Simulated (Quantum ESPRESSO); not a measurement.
pw.x input (Quantum ESPRESSO 7.5; LDA, PseudoDojo standard norm-conserving files, scalar-relativistic):

```
&CONTROL
  calculation = 'scf'
  pseudo_dir = './pseudo'
  outdir = './out'
  tprnfor = .true.
  tstress = .true.
/
&SYSTEM
  ibrav = 0
  nat = 2
  ntyp = 2
  ecutwfc = 80.0
  ecutrho = 320.0
  occupations = 'smearing'
  smearing = 'fd'
  degauss = 0.002
  nbnd = 13
/
&ELECTRONS
  conv_thr = 2e-10
/
ATOMIC_SPECIES
P 30.9738 P.upf
Ga 69.7230 Ga.upf
CELL_PARAMETERS angstrom
  0.000000000000   2.694007265000   2.694007265000
  2.694007265000   0.000000000000   2.694007265000
  2.694007265000   2.694007265000   0.000000000000
ATOMIC_POSITIONS crystal
P   0.750000000000   0.750000000000   0.750000000000
Ga   0.000000000000   0.000000000000   0.000000000000
K_POINTS automatic
8 8 8 0 0 0
```

End of the output:

```
     total energy              =    -166.69861319 Ry
     estimated scf accuracy    <       0.00000016 Ry
     total energy              =    -166.69861327 Ry
     estimated scf accuracy    <          3.6E-09 Ry
     total energy              =    -166.69861327 Ry
     estimated scf accuracy    <          4.4E-10 Ry
[...]
     the Fermi energy is     8.5825 ev
!    total energy              =    -166.69861327 Ry
     estimated scf accuracy    <          6.1E-12 Ry
     smearing contrib. (-TS)   =      -0.00000000 Ry
     internal energy E=F+TS    =    -166.69861327 Ry
     The total energy is F=E-TS. E is the sum of the following terms:
     one-electron contribution =     -75.41204714 Ry
     hartree contribution      =      51.61469978 Ry
     xc contribution           =     -45.30477910 Ry
     ewald contribution        =     -97.59648681 Ry
     convergence has been achieved in   8 iterations
     Forces acting on atoms (cartesian axes, Ry/au):
     atom    1 type  1   force =     0.00000000    0.00000000    0.00000000
     atom    2 type  2   force =     0.00000000    0.00000000    0.00000000
     Total force =     0.000000     Total SCF correction =     0.000000
     Computing stress (Cartesian axis) and pressure
          total   stress  (Ry/bohr**3)                   (kbar)     P=       -0.51
  -0.00000344  -0.00000000  -0.00000000           -0.51       -0.00       -0.00
  -0.00000000  -0.00000344  -0.00000000           -0.00       -0.51       -0.00
  -0.00000000  -0.00000000  -0.00000344           -0.00       -0.00       -0.51
```
In a gapped system the printed Fermi energy is only some level inside the gap.

Spin-orbit coupling is not included.

Geometry relaxed with LDA.
